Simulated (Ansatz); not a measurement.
An Ansatz input:

```yaml
crystal:
  lattice:
    - [0.0, 2.8089005936, 2.8089005936]
    - [2.8089005936, 0.0, 2.8089005936]
    - [2.8089005936, 2.8089005936, 0.0]
  atoms:
    - { symbol: Pd, position: [0.125, 0.125, 0.125], spin: 0.422, spin_axis: [0, 0, 1] }
    - { symbol: Pd, position: [0.875, 0.875, 0.875], spin: 0.422, spin_axis: [0, 0, 1] }
hamiltonian:
  xc: lda
  pseudopotentials:
    kind: paw_fr
    azcp:
      Pd: "pseudopotentials/Pd.paw.azcp"
basis:
  ecutwfc: 420
  fft_grid_basis: typed
kpoints:
  mp_grid: { grid: [10, 10, 10], shift: [0, 0, 0] }
magnetization:
  noncollinear: true
  spin_orbit: true
scf:
  occupations: { method: fermi_dirac, width: 0.05 }
```

and its output:

```
Warning: the record states the generating functional pbe (its physics header spells it `PBE`), which answers neither for hamiltonian.xc's functional nor for the lda family's — results may be inconsistent (PPs are generated against a specific XC)
Engine: ansatz 0.2.0, aarch64-unknown-linux-gnu
Pseudopotentials: kind: paw_fr
Pseudopotential: Pd, paw_fr, valence charge 18, recommended cutoff 420 eV (normal) 
Functional definition: SPW92
  exchange = slater_x
  correlation = pw_c
Crystal: 2 atoms, lattice volume = 44.324 Å³
Basis set: ecut = 420 eV, 893 PW (Γ)
Bands: 44, of which v1, the nominal top of the filled ones, is band 36 counted from 1 (35 counted from 0)
Symmetry: 8 space group operations + 8 with time reversal
Magnetic group: BNS 141.557 (UNI 1217), of the structure as read, at distance tolerance 3.5e-5 Å
k-points: 102 of 1000 (time reversal used)
Projection manifold: j_resolved (fully-relativistic pseudo-atomic orbitals)
Non-local potential: Pd, projectors of the file, l = 0: 2, l = 1: 4, l = 2: 4, l = 3: 2
PAW form: soft (Blöchl's): semilocal exchange-correlation on the pseudo side does not see the compensation charge
PAW frozen core: Pd, regenerated for the run's functional, and the local potential with it (the file was generated under x = pbe(κ = 0.804, μ = 0.2195149727645171), c = pbe(β = 0.06672455060314922))
PAW one-centre angular grid: Pd, 590 points (default); XC on 64 Gauss nodes
Initial density: superposition of atomic densities (chi_scale 0.1, normalization cell)
Starting moments: Σ|m| = 0.844 μB on 2 of 2 sites
Initial wavefunctions: pseudopotential atomic-orbital guess
Functional: x = slater, c = lda
SCF iter   1: F=—  HF=-13693.246433 eV  |F-HF|=—  |Δ(HF+E_count)|=         —  Δρ=1.52e-1  dr2=1.23e1  dr2_m=2.17e-2  ethr=3.10e-3  |M|=6.24e-1 ∫|m|=6.31e-1 μB  |m|>n=0.0e0 m-floor=0.0e0 τ_xc=0.0e0  β_m=0.30  ⟨swp⟩=9.6  Hψ=23560  notcnv=0  defer=14
SCF iter   2: F=—  HF=-13691.118702 eV  |F-HF|=—  |Δ(HF+E_count)|=    2.13e0  Δρ=7.46e-2  dr2=3.14e0  dr2_m=2.77e-3  ethr=3.10e-3  |M|=7.25e-1 ∫|m|=7.30e-1 μB  |m|>n=0.0e0 m-floor=0.0e0 τ_xc=4.1e-21  β_m=0.30  ⟨swp⟩=3.0  Hψ=9208  notcnv=0  defer=136
SCF iter   3: F=—  HF=-13690.397161 eV  |F-HF|=—  |Δ(HF+E_count)|=   7.22e-1  Δρ=2.47e-2  dr2=1.31e-1  dr2_m=1.02e-3  ethr=3.10e-3  |M|=7.44e-1 ∫|m|=7.52e-1 μB  |m|>n=0.0e0 m-floor=0.0e0 τ_xc=5.8e-21  β_m=1.00  ⟨swp⟩=2.5  Hψ=7498  notcnv=0  defer=136
SCF iter   4: F=—  HF=-13690.370325 eV  |F-HF|=—  |Δ(HF+E_count)|=   2.68e-2  Δρ=5.20e-3  dr2=9.55e-3  dr2_m=5.11e-5  ethr=3.64e-4  |M|=7.52e-1 ∫|m|=7.65e-1 μB  |m|>n=0.0e0 m-floor=0.0e0 τ_xc=7.7e-21  β_m=1.00  ⟨swp⟩=2.1  Hψ=9146  notcnv=0  defer=219
SCF iter   5: F=—  HF=-13690.367622 eV  |F-HF|=—  |Δ(HF+E_count)|=   2.70e-3  Δρ=1.41e-3  dr2=3.82e-4  dr2_m=2.36e-5  ethr=2.65e-5  |M|=7.58e-1 ∫|m|=7.72e-1 μB  |m|>n=0.0e0 m-floor=0.0e0 τ_xc=1.1e-20  β_m=1.00  ⟨swp⟩=2.0  Hψ=6600  notcnv=0  defer=218
SCF iter   6: F=—  HF=-13690.368718 eV  |F-HF|=—  |Δ(HF+E_count)|=   1.10e-3  Δρ=3.44e-4  dr2=5.80e-5  dr2_m=8.57e-6  ethr=1.06e-6  |M|=7.63e-1 ∫|m|=7.76e-1 μB  |m|>n=0.0e0 m-floor=0.0e0 τ_xc=1.4e-20  β_m=1.00  ⟨swp⟩=2.6  Hψ=8316  notcnv=0  defer=218
SCF iter   7: F=—  HF=-13690.368725 eV  |F-HF|=—  |Δ(HF+E_count)|=   7.37e-6  Δρ=2.10e-4  dr2=6.99e-7  dr2_m=5.09e-6  ethr=1.61e-7  |M|=7.66e-1 ∫|m|=7.80e-1 μB  |m|>n=0.0e0 m-floor=0.0e0 τ_xc=1.7e-20  β_m=0.30  ⟨swp⟩=2.0  Hψ=6001  notcnv=0  defer=218
Mixer restart at iter 7: flushing history
spin-set hold released at iteration 7 (site moments contracting): the magnetisation degrees of freedom join the quasi-Newton model from the next iteration; the mixer history was flushed
SCF iter   8: F=—  HF=-13690.368751 eV  |F-HF|=—  |Δ(HF+E_count)|=   2.58e-5  Δρ=2.43e-4  dr2=2.72e-7  dr2_m=6.33e-6  ethr=2.78e-10  |M|=7.68e-1 ∫|m|=7.82e-1 μB  |m|>n=0.0e0 m-floor=0.0e0 τ_xc=1.8e-20  β_m=0.65  ⟨swp⟩=3.0  Hψ=10230  notcnv=0
SCF iter   9: F=—  HF=-13690.368782 eV  |F-HF|=—  |Δ(HF+E_count)|=   3.16e-5  Δρ=2.59e-4  dr2=4.93e-7  dr2_m=6.84e-6  ethr=7.56e-10  |M|=7.74e-1 ∫|m|=7.88e-1 μB  |m|>n=0.0e0 m-floor=0.0e0 τ_xc=2.4e-20  β_m=0.82  ⟨swp⟩=2.8  Hψ=8355  notcnv=0  defer=218
SCF iter  10: F=—  HF=-13690.368790 eV  |F-HF|=—  |Δ(HF+E_count)|=   7.22e-6  Δρ=1.73e-4  dr2=1.42e-5  dr2_m=2.29e-6  ethr=7.56e-10  |M|=7.78e-1 ∫|m|=7.93e-1 μB  |m|>n=0.0e0 m-floor=0.0e0 τ_xc=2.4e-20  β_m=0.69  ⟨swp⟩=3.0  Hψ=9931  notcnv=0  defer=218
SCF iter  11: F=—  HF=-13690.368788 eV  |F-HF|=—  |Δ(HF+E_count)|=   1.63e-6  Δρ=2.54e-5  dr2=2.59e-7  dr2_m=6.78e-8  ethr=7.56e-10  |M|=7.83e-1 ∫|m|=7.97e-1 μB  |m|>n=0.0e0 m-floor=0.0e0 τ_xc=2.5e-20  β_m=0.66  ⟨swp⟩=3.0  Hψ=10002  notcnv=0  defer=218
SCF iter  12: F=—  HF=-13690.368788 eV  |F-HF|=—  |Δ(HF+E_count)|=   1.99e-8  Δρ=4.66e-6  dr2=1.93e-9  dr2_m=2.74e-9  ethr=2.78e-10  |M|=7.84e-1 ∫|m|=7.98e-1 μB  |m|>n=0.0e0 m-floor=0.0e0 τ_xc=2.5e-20  β_m=0.83  ⟨swp⟩=3.0  Hψ=9609  notcnv=0
SCF iter  13: F=-13690.368788 eV  HF=-13690.368788 eV  |F-HF|=1.82e-12  |Δ(HF+E_count)|=  9.42e-10  Δρ=5.03e-7  dr2=1.08e-11  dr2_m=2.84e-11  ethr=5.36e-12  |M|=7.84e-1 ∫|m|=7.98e-1 μB  |m|>n=0.0e0 m-floor=0.0e0 τ_xc=2.5e-20  ⟨swp⟩=2.2  Hψ=8722  notcnv=0
SCF 1 converged in 13 iterations: F = -13690.368788 eV  dr2 = 1.08e-11
SCF converged after 13 iterations
Magnetization: |M| = 0.7836 μB,  M = (-0.0000, +0.0000, +0.7836) μB
Absolute magnetization: 0.7982 μB (∫|m|, with the PAW one-centre terms)
  site 0: m = (-0.0000, -0.0000, +0.3740) μB, |m| = 0.3740 μB  (R = 1.00 Å)
  site 1: m = (-0.0000, +0.0000, +0.3740) μB, |m| = 0.3740 μB  (R = 1.00 Å)
Free energy (F): -13690.368788 eV
Harris-Foulkes:  -13690.368788 eV  (|F-HF|=1.82e-12)
Internal energy: -13690.330522 eV  (E = F + TS)
E sigma→0 (E₀):  -13690.349655 eV
Entropy (-TS):   -0.038266 eV (-19.133 meV/atom)
Fermi energy:    11.286230 eV
--- Per-component energies (eV) ---
  E_band       = -581.326060
  E_kinetic    = 1027.841661
  E_local      = -5247.493978  (includes V_loc(G=0)·N_el)
  E_nonlocal   = 444.917016
  E_hartree    = 2138.998588
  E_xc         = -332.677627
  E_vxc        = -419.146612  (∫ρ·V_xc dr)
  E_paw        = -7249.644111  (= ΣΔE_a)
  E_vpaw       = -665.441959  (= ΣTr[D̂ρ^β])
  E_aug_tail   = 0.000395  (compensation charges beyond the density's cutoff)
  E_ewald      = -4473.641085
  E_core_change = 1.368619  (= ΣΔE_core)
  E_smearing   = -0.038266  (= −TS)
  E_closure    = -0.000000  (closes the sum)
  Σ components = -13690.368788   (vs F -13690.368788, Δ=0.00e0)
```
